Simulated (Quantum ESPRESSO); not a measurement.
# Moving one atom in In2AlGaP4

The results below are calculated, not measured. They come from pw.x of Quantum ESPRESSO 7.5, a plane-wave density functional program, with PseudoDojo standard norm-conserving files (v0.5 for PBE, v0.4.1 for LDA and PBEsol). The cells are made up: elements, strain and atom displacements were drawn at random, and nothing was relaxed. There is no spin polarisation, spin-orbit coupling or dispersion term.

The cell has 8 sites of a zincblende or diamond lattice. Sites 1 to 4 hold In In Al Ga; sites 5 to 8 hold P P P P. Cell vectors in Å: (5.759, -0.065, 0.012); (-0.065, 5.704, -0.083); (0.012, -0.083, 5.746). Settings: PBE, cutoff 1088 eV, 4 x 4 x 4 k mesh shifted by half a step, Fermi-Dirac smearing of 0.025 eV.

Each run shifts the P atom on site 7 along y and leaves all else fixed. Site 4 is one of its nearest neighbours. E is the free energy of the cell above the lowest run shown.

| run | shift (Å) | Fy on site 7 (eV/Å) | Fy on site 4 (eV/Å) | P (GPa) | E (meV) |
| --- | --- | --- | --- | --- | --- |
| 1 | -0.1605 | 1.411 | -1.111 | 1.66 | 118.3 |
| 2 | -0.1108 | 0.999 | -1.040 | 1.56 | 58.4 |
| 3 | -0.0438 | 0.429 | -0.926 | 1.48 | 10.5 |
| 5 | 0.0112 | -0.050 | -0.819 | 1.47 | 0.0 |
| 6 | 0.1595 | -1.355 | -0.472 | 1.63 | 104.1 |
| 7 | 0.1791 | -1.527 | -0.421 | 1.68 | 132.4 |
| 4 | -0.0070 | ? | ? | ? | ? |

A rerun of one of these cells at 1377 eV and k mesh 6 x 6 x 6 moved values by no more than 0.008 eV in the cell's energy, 0.02 GPa in stress and 0.002 eV/Å in force.

## Worked fit

A parabola through the six runs shown gives Fy on site 7 = 0.050 - 8.65 u - 0.9 u² eV/Å, with u in Å and a scatter of 0.004 eV/Å. Minus the slope, 8.65 ± 0.09 eV/Å², is this atom's force constant along y at u = 0, with its periodic images moving too. The fitted force vanishes at u = 0.006 Å, where the energy should be lowest along this line. The error is the larger of the fit's own and the change that a cubic makes, rounded up.

## Withheld run

Question: what Fy on site 7 should run 4 give?

The fit gives 0.111 eV/Å. The calculation gave 0.109 eV/Å.

| run | shift (Å) | Fy on site 7 (eV/Å) | Fy on site 4 (eV/Å) | P (GPa) | E (meV) |
| --- | --- | --- | --- | --- | --- |
| 4 | -0.0070 | 0.109 | -0.856 | 1.47 | 0.5 |